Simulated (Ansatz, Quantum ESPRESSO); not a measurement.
Given: the input of a run of Quantum ESPRESSO 7.5 on HfMoC2. Atoms were shifted at random by some hundredths of an Å from the given cell, which wasn't relaxed again for these runs. The cell comes from a database or a generator and needn't be the stable form of this composition.

Contents of pw.in:

```
&CONTROL
  calculation = 'scf'
  prefix = 'pwscf'
  outdir = './tmp'
  pseudo_dir = './pseudo'
  tprnfor = .true.
  tstress = .true.
  disk_io = 'nowf'
/
&SYSTEM
  ibrav = 0
  nat = 4
  ntyp = 3
  ecutwfc = 45
  ecutrho = 360
  nbnd = 25
  occupations = 'smearing'
  smearing = 'fd'
  degauss = 0.00367493
/
&ELECTRONS
  conv_thr = 8d-10
  electron_maxstep = 120
  mixing_beta = 0.5
/
ATOMIC_SPECIES
Hf   178.4900 hf_pbesol_v1.uspp.F.UPF
Mo    95.9500 mo_pbesol_v1.uspp.F.UPF
C     12.0110 c_pbesol_v1.2.uspp.F.UPF
CELL_PARAMETERS angstrom
   3.1914230000    0.0000000000    0.0000000000
   0.0000000000    3.1914230000    0.0000000000
   0.0000000000    0.0000000000    4.4851640000
ATOMIC_POSITIONS crystal
Hf    -0.0087240000    0.0011950000   -0.0093970000
Mo     0.5070810000    0.4984390000    0.5054810000
C      0.4902260000    0.4772470000    0.0101300000
C      0.0113420000   -0.0063310000    0.4960390000
K_POINTS automatic
8 8 6 0 0 0
```

Potentials or basis: GBRV 1.5 PBEsol.

Command:

```sh
$ OMP_NUM_THREADS=1 mpirun -n 2 pw.x -nk 2 -in pw.in > pw.out
```

Task: What does the same run look like in Ansatz 0.2.0? Potentials or basis there: all-electron LAPW, scalar-relativistic.

Result: As run (cutoffs and basis follow the program's own potentials, and thresholds, step limits or extra output files can differ):

Contents of input.yaml:

```yaml
crystal:
  lattice:
    - [3.191423, 0.0, 0.0]
    - [0.0, 3.191423, 0.0]
    - [0.0, 0.0, 4.485164]
  atoms:
    - { symbol: Hf, position: [-0.008724, 0.001195, -0.009397] }
    - { symbol: Mo, position: [0.507081, 0.498439, 0.505481] }
    - { symbol: C, position: [0.490226, 0.477247, 0.01013] }
    - { symbol: C, position: [0.011342, -0.006331, 0.496039] }
kpoints:
  mp_grid: { grid: [8, 8, 6] }
scf:
  occupations: { method: fermi_dirac, width: 0.05 }
hamiltonian:
  xc: pbesol
  pseudopotentials: { kind: all_electron, lapw: { basis_error: 0.001 } }
output:
  forces: true
  stress: true
  eigenvalues: true
  populations: true
```

Potentials or basis: all-electron LAPW, scalar-relativistic.

Run with:

```sh
$ ansatz run input.yaml --threads 2 --pin off --max-ram 8192MiB --backend cpu --events-out ev --progress --plain --runs-dir out
```

Both were run:

|  | Quantum ESPRESSO | Ansatz |
| --- | --- | --- |
| Pressure | -8.4 GPa | -8.3 GPa |
| Largest force | 1.282 eV/Å | 1.272 eV/Å |

Where Ansatz's input types no cutoff or centring, it takes its own default and a Γ-centred mesh.

Pressure is positive in compression.
